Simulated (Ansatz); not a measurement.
## What DFT gives for YbFe₂

```
Fe Yb
1.0
     0.00000    3.61922    3.61922
     3.61922    0.00000    3.61922
     3.61922    3.61922    0.00000
Fe Yb
4 2
Direct
  0.62500 0.62500 0.62500
  0.12500 0.62500 0.62500
  0.62500 0.62500 0.12500
  0.62500 0.12500 0.62500
  0.00000 0.00000 0.00000
  0.25000 0.25000 0.25000
```

Method: r2SCAN, no spin polarisation; PAW, plane waves to 500 eV, 6×6×6 Γ-centred mesh, fermi-dirac occupations (width 0.0122 eV) (Ansatz 0.2.0), atoms fixed.

**Forces.** The forces vanish by the symmetry of the sites.
**Electronic structure.** It is a metal, with about 16 states/eV a cell as the mean within 0.25 eV of the Fermi level, mostly Fe d (64 %) and Yb f (31 %).
**Contacts.** Fe–Fe at 2.56 Å: least valence density 0.32 e/Å³ and ELF 0.32 there. Fe–Yb at 3.00 Å: least valence density 0.18 e/Å³ and ELF 0.18 there. Yb–Yb at 3.13 Å: least valence density 0.11 e/Å³ and ELF 0.05 there. Both are smooth PAW fields, read partly inside the augmentation spheres.
**Stress.** The pressure is -12.4 GPa (compression positive), so with the atoms held at these fractions the cell would first shrink.

Origin: a database entry at a rescaled volume. Caveats: no spin polarisation, so a magnetic state may lie lower; atoms or cell far from equilibrium; f levels without a U or exact exchange are poorly placed.
